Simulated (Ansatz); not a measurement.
## Structure types of Fe compared at 1500 GPa

Structure types of Fe are relaxed in primitive cells with their symmetry kept at 1500 GPa, on PAW files; LAPW relaxes the small cells further and takes the PAW cell for the others (marked *). The enthalpy is E + pV at zero temperature, without zero-point motion. Only the types listed were tried, and differences under about 5 meV/atom are mesh noise. Not among the end structures: fcc, which may lie lower.

Level of theory: DFT with LDA, scalar-relativistic, in Ansatz 0.2.0; Fermi–Dirac smearing of 0.1 eV, spin-polarised from start moments Fe 2.5 μB. LAPW: all electrons, basis error target 0.5 meV/atom; PAW: frozen-core files, cutoff 420 eV.

k meshes: bcc 26×26×26, hcp 24×24×13, simple hexagonal 25×25×23, dhcp 19×19×6, omega 12×12×17.

The start moments died away, and the runs ended non-magnetic. The PAW files were made under PBE.

| start type | ends as | a, b, c (Å) | V (Å³/atom) | H − H(lowest), LAPW (meV/atom) | moment (μB/atom) |
| --- | --- | --- | --- | --- | --- |
| bcc | bcc, Im-3m | 2.058, 2.058, 2.058 | 4.36 | ? | 0.00 |
| hcp | hcp, P6_3/mmc | 1.840, 1.840, 2.953 | 4.33 | 0.0 | 0.00 |
| simple hexagonal | simple hexagonal, P6/mmm | 1.763, 1.763, 1.633 | 4.40 | 2276.5 | 0.00 |
| dhcp* | dhcp, P6_3/mmc | 1.833, 1.833, 5.943 | 4.33 | 124.6 | 0.00 |
| omega | omega, P6/mmm | 2.913, 2.913, 1.778 | 4.35 | ? | 0.00 |

Question: Give the missing entry: row "omega", column "H − H(lowest), LAPW (meV/atom)".

Answer: 641.3.

Question: Fill in "H − H(lowest), LAPW (meV/atom)" for the row "bcc".

Answer: 1017.5.
